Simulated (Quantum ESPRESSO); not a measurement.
## Zr2WO6F2 (one run as intended and one with a planted mistake)

Simulated, not a measurement. The program is pw.x of Quantum ESPRESSO 7.5 (plane-wave density functional theory). The cell is made up: 11 atoms on a rutile lattice with one site empty, with randomly drawn elements, strain and displacements, not relaxed. PseudoDojo standard norm-conserving files (v0.5 for PBE, v0.4.1 for LDA and PBEsol) set the functional; there is no spin polarisation, spin-orbit coupling or dispersion term, and the masses in the input are unused placeholders.

Intended input:

```
&control calculation='scf', pseudo_dir='./dojo.nc.sr.pbe.v0_5.standard.upf', outdir='./o', disk_io='low', tprnfor=.true., tstress=.true. /
&system ibrav=0, nat=11, ntyp=4, nbnd=50, ecutwfc=84.00895049, nosym=.true., tot_charge=0,
 occupations='smearing', smearing='fd', degauss=0.0018374661
/
&electrons conv_thr=7.350e-09, electron_maxstep=60, /
ATOMIC_SPECIES
F 1.0 F.upf
O 1.0 O.upf
W 1.0 W.upf
Zr 1.0 Zr.upf
CELL_PARAMETERS angstrom
4.9549 0.0359 -0.0024
0.0359 4.795 0.0278
-0.0032 0.0368 6.4135
ATOMIC_POSITIONS angstrom
Zr -0.0118 0.0713 0.0004
W 2.5357 2.411 1.598
Zr 0.0114 -0.0039 3.2126
O 1.5562 1.4727 -0.0535
F 3.4226 3.306 0.0473
F 3.962 0.9606 1.6159
O 1.021 3.8193 1.5639
O 1.5291 1.5084 3.2235
O 3.4878 3.38 3.2436
O 3.9478 0.952 4.8071
O 1.0027 3.8614 4.7499
K_POINTS automatic
5 5 4 1 1 1
```

The log is shortened where brackets say so; the opening notice, blank lines, dates and the lines on written files are dropped, and the path of the files is cut. It prints rydbergs, bohrs and kilobars, and counts compression as positive stress. Where no state is partly filled, the Fermi energy that it prints is only some level between the filled and the empty states on the mesh, and need not lie in the true gap.

Log of the intended run:

```
     Program PWSCF v.7.5
     Parallel version (MPI & OpenMP), running on       4 processor cores
     Number of MPI processes:                 4
     Threads/MPI process:                     1
     [start-up lines left out]
     bravais-lattice index     =            0
     lattice parameter (alat)  =       9.3637  a.u.
     unit-cell volume          =    1028.1988 (a.u.)^3
     number of atoms/cell      =           11
     number of atomic types    =            4
     number of electrons       =        88.00
     number of Kohn-Sham states=           50
     kinetic-energy cutoff     =      84.0090  Ry
     charge density cutoff     =     336.0358  Ry
     scf convergence threshold =      7.3E-09
     mixing beta               =       0.7000
     number of iterations used =            8  plain     mixing
     Exchange-correlation= PBE
                           (   1   4   3   4   0   0   0)
     [axes and pseudopotential details left out]
   Cartesian axes
     site n.     atom                  positions (alat units)
         1        Zr     tau(   1) = (  -0.0023814   0.0143894   0.0000807  )
         2        W      tau(   2) = (   0.5117425   0.4865762   0.3225005  )
         3        Zr     tau(   3) = (   0.0023007  -0.0007871   0.6483512  )
         4        O      tau(   4) = (   0.3140647   0.2972131  -0.0107971  )
         5        F      tau(   5) = (   0.6907324   0.6672007   0.0095459  )
         6        F      tau(   6) = (   0.7995914   0.1938636   0.3261130  )
         7        O      tau(   7) = (   0.2060532   0.7707924   0.3156186  )
         8        O      tau(   8) = (   0.3085955   0.3044179   0.6505510  )
         9        O      tau(   9) = (   0.7038907   0.6821350   0.6546075  )
        10        O      tau(  10) = (   0.7967256   0.1921280   0.9701454  )
        11        O      tau(  11) = (   0.2023600   0.7792888   0.9586015  )
     number of k points=    50  Fermi-Dirac smearing, width (Ry)=  0.0018
                       cart. coord. in units 2pi/alat
        k(    1) = (   0.0993099   0.1020371   0.0960383), wk =   0.0400000
        k(    2) = (   0.0994115   0.1009165   0.2891932), wk =   0.0400000
     [further k points left out]
     Dense  grid:   106991 G-vectors     FFT dimensions: (  60,  54,  72)
     Estimated max dynamical RAM per process >     303.70 MB
     Estimated total dynamical RAM >       1.11 GB
     Initial potential from superposition of free atoms
     starting charge      87.9947, renormalised to      88.0000
     Starting wfcs are   62 randomized atomic wfcs
     total cpu time spent up to now is        4.3 secs
     per-process dynamical memory:   229.0 Mb
     Self-consistent Calculation
     iteration #  1     ecut=    84.01 Ry     beta= 0.70
     Davidson diagonalization with overlap
     ethr =  1.00E-02,  avg # of iterations =  2.0
     total cpu time spent up to now is       11.0 secs
     total energy              =    -647.81095017 Ry
     estimated scf accuracy    <       6.61396303 Ry
     iteration #  2     ecut=    84.01 Ry     beta= 0.70
     Davidson diagonalization with overlap
     ethr =  7.52E-03,  avg # of iterations =  6.0
     total cpu time spent up to now is       23.0 secs
     total energy              =    -642.83495768 Ry
     estimated scf accuracy    <      82.94903504 Ry
     [iterations 3 to 16 left out]
     iteration # 17     ecut=    84.01 Ry     beta= 0.70
     Davidson diagonalization with overlap
     ethr =  3.68E-10,  avg # of iterations =  2.1
     total cpu time spent up to now is      145.3 secs
     total energy              =    -651.79133223 Ry
     estimated scf accuracy    <       0.00000006 Ry
     iteration # 18     ecut=    84.01 Ry     beta= 0.70
     Davidson diagonalization with overlap
     ethr =  6.55E-11,  avg # of iterations =  4.1
     total cpu time spent up to now is      153.8 secs
     End of self-consistent calculation
     [lines on levels left out]
     the Fermi energy is     7.3696 ev
!    total energy              =    -651.79133224 Ry
     estimated scf accuracy    <          4.2E-09 Ry
     smearing contrib. (-TS)   =      -0.00000000 Ry
     internal energy E=F+TS    =    -651.79133224 Ry
     The total energy is F=E-TS. E is the sum of the following terms:
     one-electron contribution =    -240.25587618 Ry
     hartree contribution      =     160.28118943 Ry
     xc contribution           =    -144.53260619 Ry
     ewald contribution        =    -427.28403930 Ry
     convergence has been achieved in  18 iterations
     Forces acting on atoms (cartesian axes, Ry/au):
     atom    1 type  4   force =     0.10184241   -0.00429436   -0.32285520
     atom    2 type  3   force =    -0.27677645    0.05069427    0.19361671
     atom    3 type  4   force =     0.06542827   -0.05620118    0.29131189
     atom    4 type  2   force =     0.03766410    0.02632238    0.17346184
     atom    5 type  1   force =     0.01349643    0.00040702    0.04565213
     atom    6 type  1   force =    -0.04556535    0.04676201   -0.01805904
     atom    7 type  2   force =     0.08116352   -0.06870344   -0.00469824
     atom    8 type  2   force =     0.07797658    0.05170319   -0.20710510
     atom    9 type  2   force =    -0.04965771   -0.06587868   -0.20424549
     atom   10 type  2   force =     0.06400846   -0.04604280    0.02618069
     atom   11 type  2   force =    -0.06958025    0.06523158    0.02673981
     Total force =     0.700613     Total SCF correction =     0.000190
     Computing stress (Cartesian axis) and pressure
          total   stress  (Ry/bohr**3)                   (kbar)     P=     -110.49
  -0.00055588  -0.00032582  -0.00015006          -81.77      -47.93      -22.08
  -0.00032582  -0.00023031  -0.00027127          -47.93      -33.88      -39.91
  -0.00015006  -0.00027127  -0.00146709          -22.08      -39.91     -215.82
     init_run     :      4.10s CPU      4.25s WALL (       1 calls)
     electrons    :    149.18s CPU    149.53s WALL (       1 calls)
     forces       :      1.67s CPU      1.68s WALL (       1 calls)
     stress       :      6.01s CPU      6.13s WALL (       1 calls)
     [timing details left out]
     PWSCF        :   2m41.10s CPU   2m41.77s WALL
     JOB DONE.
```

A second run has one planted mistake: the plane-wave cutoff is too low. The input lines that differ, file-writing options aside:

```
- &system ibrav=0, nat=11, ntyp=4, nbnd=50, ecutwfc=84.00895049, nosym=.true., tot_charge=0,
+ &system ibrav=0, nat=11, ntyp=4, nbnd=50, ecutwfc=45.49566085, nosym=.true., tot_charge=0,
```

Its log:

```
     Program PWSCF v.7.5
     Parallel version (MPI & OpenMP), running on       4 processor cores
     Number of MPI processes:                 4
     Threads/MPI process:                     1
     [start-up lines left out]
     bravais-lattice index     =            0
     lattice parameter (alat)  =       9.3637  a.u.
     unit-cell volume          =    1028.1988 (a.u.)^3
     number of atoms/cell      =           11
     number of atomic types    =            4
     number of electrons       =        88.00
     number of Kohn-Sham states=           50
     kinetic-energy cutoff     =      45.4957  Ry
     charge density cutoff     =     181.9826  Ry
     scf convergence threshold =      7.3E-09
     mixing beta               =       0.7000
     number of iterations used =            8  plain     mixing
     Exchange-correlation= PBE
                           (   1   4   3   4   0   0   0)
     [axes and pseudopotential details left out]
   Cartesian axes
     site n.     atom                  positions (alat units)
         1        Zr     tau(   1) = (  -0.0023814   0.0143894   0.0000807  )
         2        W      tau(   2) = (   0.5117425   0.4865762   0.3225005  )
         3        Zr     tau(   3) = (   0.0023007  -0.0007871   0.6483512  )
         4        O      tau(   4) = (   0.3140647   0.2972131  -0.0107971  )
         5        F      tau(   5) = (   0.6907324   0.6672007   0.0095459  )
         6        F      tau(   6) = (   0.7995914   0.1938636   0.3261130  )
         7        O      tau(   7) = (   0.2060532   0.7707924   0.3156186  )
         8        O      tau(   8) = (   0.3085955   0.3044179   0.6505510  )
         9        O      tau(   9) = (   0.7038907   0.6821350   0.6546075  )
        10        O      tau(  10) = (   0.7967256   0.1921280   0.9701454  )
        11        O      tau(  11) = (   0.2023600   0.7792888   0.9586015  )
     number of k points=    50  Fermi-Dirac smearing, width (Ry)=  0.0018
                       cart. coord. in units 2pi/alat
        k(    1) = (   0.0993099   0.1020371   0.0960383), wk =   0.0400000
        k(    2) = (   0.0994115   0.1009165   0.2891932), wk =   0.0400000
     [further k points left out]
     Dense  grid:    42595 G-vectors     FFT dimensions: (  45,  40,  54)
     Estimated max dynamical RAM per process >     126.43 MB
     Estimated total dynamical RAM >     474.53 MB
     Check: negative core charge=   -0.000238
     Initial potential from superposition of free atoms
     starting charge      87.9947, renormalised to      88.0000
     Starting wfcs are   62 randomized atomic wfcs
     total cpu time spent up to now is        2.2 secs
     per-process dynamical memory:   100.5 Mb
     Self-consistent Calculation
     iteration #  1     ecut=    45.50 Ry     beta= 0.70
     Davidson diagonalization with overlap
     ethr =  1.00E-02,  avg # of iterations =  2.0
     total cpu time spent up to now is        5.4 secs
     total energy              =    -647.48834434 Ry
     estimated scf accuracy    <       5.78300905 Ry
     iteration #  2     ecut=    45.50 Ry     beta= 0.70
     Davidson diagonalization with overlap
     ethr =  6.57E-03,  avg # of iterations =  6.0
     total cpu time spent up to now is       10.1 secs
     total energy              =    -642.58118984 Ry
     estimated scf accuracy    <      78.20636908 Ry
     [iterations 3 to 18 left out]
     iteration # 19     ecut=    45.50 Ry     beta= 0.70
     Davidson diagonalization with overlap
     ethr =  1.31E-11,  avg # of iterations =  4.1
     total cpu time spent up to now is       68.0 secs
     total energy              =    -650.92994501 Ry
     estimated scf accuracy    <       0.00000002 Ry
     iteration # 20     ecut=    45.50 Ry     beta= 0.70
     Davidson diagonalization with overlap
     ethr =  1.31E-11,  avg # of iterations =  1.6
     total cpu time spent up to now is       70.8 secs
     End of self-consistent calculation
     [lines on levels left out]
     the Fermi energy is     7.4079 ev
!    total energy              =    -650.92994501 Ry
     estimated scf accuracy    <          3.3E-10 Ry
     smearing contrib. (-TS)   =      -0.00000000 Ry
     internal energy E=F+TS    =    -650.92994501 Ry
     The total energy is F=E-TS. E is the sum of the following terms:
     one-electron contribution =    -238.56256707 Ry
     hartree contribution      =     159.16298659 Ry
     xc contribution           =    -144.24632523 Ry
     ewald contribution        =    -427.28403930 Ry
     convergence has been achieved in  20 iterations
     Forces acting on atoms (cartesian axes, Ry/au):
     atom    1 type  4   force =     0.10257085   -0.00419711   -0.32201493
     atom    2 type  3   force =    -0.27824361    0.05009029    0.19462842
     atom    3 type  4   force =     0.06438858   -0.05501526    0.28860713
     atom    4 type  2   force =     0.03643234    0.02647146    0.17758644
     atom    5 type  1   force =     0.01418281    0.00153588    0.04419300
     atom    6 type  1   force =    -0.04490781    0.04640908   -0.02006892
     atom    7 type  2   force =     0.08241347   -0.07012202   -0.00356700
     atom    8 type  2   force =     0.07668665    0.05298105   -0.20755612
     atom    9 type  2   force =    -0.05008047   -0.06760209   -0.20653151
     atom   10 type  2   force =     0.06378057   -0.04474826    0.02363965
     atom   11 type  2   force =    -0.06722339    0.06419697    0.03108382
     Total force =     0.701613     Total SCF correction =     0.000029
     Computing stress (Cartesian axis) and pressure
          total   stress  (Ry/bohr**3)                   (kbar)     P=     -625.97
  -0.00405340  -0.00035338  -0.00016876         -596.28      -51.98      -24.83
  -0.00035338  -0.00373455  -0.00028252          -51.98     -549.37      -41.56
  -0.00016876  -0.00028252  -0.00497782          -24.83      -41.56     -732.26
     init_run     :      2.02s CPU      2.09s WALL (       1 calls)
     electrons    :     68.42s CPU     68.62s WALL (       1 calls)
     forces       :      0.62s CPU      0.63s WALL (       1 calls)
     stress       :      2.18s CPU      2.18s WALL (       1 calls)
     [timing details left out]
     PWSCF        :   1m13.33s CPU   1m13.64s WALL
     JOB DONE.
```

```
                                            intended run  run with the mistake
                          free energy (eV)     -8868.073             -8856.353
                    smearing term -TS (eV)        0.0000                0.0000
                            pressure (GPa)        -11.05                -62.60
            largest force component (eV/Å)         8.301                 8.279
largest change of a force component (eV/Å)                               0.112
                                iterations            18                    20
```

For scale, a rerun of the intended cell at 1467 eV and a 7 x 7 x 6 mesh moved values by no more than 0.005 eV in energy, 0.02 GPa in stress and 0.003 eV/Å in force.